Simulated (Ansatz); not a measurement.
CuC6:
```yaml
crystal:
  lattice:
    - [4.26076, 0.00000, 0.00000]
    - [-2.13038, 3.68993, 0.00000]
    - [0.00000, 0.00000, 4.73429]
  atoms:
    - { symbol: C, position: [0.33380, 0.33380, 0.00000] }
    - { symbol: C, position: [0.33380, 0.00000, 0.00000] }
    - { symbol: C, position: [0.66620, 0.00000, 0.00000] }
    - { symbol: C, position: [0.66620, 0.66620, 0.00000] }
    - { symbol: C, position: [0.00000, 0.66620, 0.00000] }
    - { symbol: C, position: [0.00000, 0.33380, 0.00000] }
    - { symbol: Cu, position: [0.00000, 0.00000, 0.50000] }
```

Relaxed with r²SCAN+D4. Special points in fractions of this cell's reciprocal vectors: Γ (0.000, 0.000, 0.000); M (0.500, 0.000, 0.000); K (0.333, 0.333, 0.000); A (0.000, 0.000, 0.500); L (0.500, 0.000, 0.500); H (0.333, 0.333, 0.500).

Problem. List the band energies nearest the Fermi level at these points for DFT-r²SCAN+D4 in the program Ansatz with PAW potentials.

Solution. In eV from the Fermi level; about four levels below and three above (degenerate sets whole), none deeper than 8.9 eV; points with the same levels are listed once.

| k | below | above |
|---|---|---|
| Γ | -1.16 -1.16 -0.32 -0.32 | 7.24 7.24 7.65 7.65 |
| M | -2.14 -2.14 -1.91 -1.58 | 0.02 0.45 1.68 |
| K | -2.22 -2.22 -2.16 -1.91 -1.91 | 0.35 2.67 2.67 |
| A | -1.67 -1.67 -0.91 -0.91 | 0.71 5.13 7.59 7.59 7.60 |
| L | -2.22 -2.18 -2.18 -2.10 | 0.18 2.96 3.94 |
| H | -2.22 -2.22 -2.20 -2.20 -2.15 | 2.34 3.92 3.92 |

Space group P6/mmm. The start of the workflow was typed in or built on a structure type; neither database checked (COD, Materials Project) lists it. Its standing as an ambient phase is unchecked. The cell was relaxed with r²SCAN+D4 under the symmetry of its start; its stability against distortions is not shown here. The run is not spin-polarised. Its formation energy is positive at this level, so the cell may be metastable or incomplete.

Potentials: the earlier of the program's two PAW sets. The files were generated under PBE; for other functionals the program regenerates the frozen cores, and for LDA and PBEsol the local potential too.
